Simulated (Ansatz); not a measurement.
BaTiO3 in space group P4mm (No. 99; Ba on 1b, Ti on 1a, O on 2c, O on 1a) at seven volumes, DFT-PBE in the program Ansatz with PAW potentials, shape and atoms relaxed at each. One row is withheld.

| V (Å³/atom) | P (GPa) |
|---|---|
| 12.153 | 12.89 |
| 12.554 | 7.33 |
| 12.955 | 3.10 |
| 13.355 | 0.00 |
| 13.756 | -2.07 |
| 14.157 | -3.14 |
| 14.557 | ? |

Problem. Fit the shown pressures and predict the withheld one.

Solution. P = (3/2)B₀(x^(7/2) − x^(5/2))[1 + (3/4)(B′ − 4)(x − 1)] with x = (V₀/V)^(2/3). Least squares on the six rows gives V₀ = 13.367 Å³/atom, B₀ = 81.2 GPa, B′ = 11.83. At V = 14.557, x = 0.9447 and P = -3.94 GPa. The run itself gave -3.34 GPa.

The PBE relaxation kept the symmetry of its start. The run is not spin-polarised. Spin–orbit coupling is left out wherever it is not named.

Potentials: the earlier of the program's two PAW sets.
